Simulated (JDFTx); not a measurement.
System: TiAl(001) (P4/mmm bulk; lattice of mp-1953, not re-optimised at this level), 1x1 cell of 3 atoms in 3 planes (Al outermost, slab composition TiAl2), area 7.90 Å² a face, 4.0 Å between the outermost planes in a cell 20.1 Å high; k mesh 8×8×1, Fermi width 0.01 Ha, no spin polarisation. Whether this polymorph is the ambient one wasn't checked. Neither spin polarisation nor a larger cell was tried.

Level of theory: PBE, GBRV ultrasoft potentials, plane waves to 20/100 Ha; code: JDFTx (a modified build). Liquid: soft-sphere model, water, 1 M KCl. The neutral cell holds 18 valence electrons and has two faces of 7.900 Å² each. Last filling lines of the neutral and of a charged run (μ in hartree, zero in the bulk liquid):

```
FillingsUpdate:  mu: -0.141038956  nElectrons: 18.000000
FillingsUpdate:  mu: -0.130093000  nElectrons: 18.072408
```

Worked example: both potentials, by the convention U = −μ/e − 4.44 V vs SHE, the surface charge density and the mean capacitance.

U_pzc = 0.14104 × 27.2114 − 4.44 = -0.60 V; U = 0.13009 × 27.2114 − 4.44 = -0.90 V. The cell has 0.0724 excess electrons, a net charge of -0.0724 e, shared by two faces: σ = -0.0724 e / (2 × 7.900 Å²) = -0.00458 e/Å² = -7.3 μC/cm² (1 e/Å² = 1602.18 μC/cm²). C = σ/(U − U_pzc) = -7.3/-0.30 ≈ 25 μF/cm².
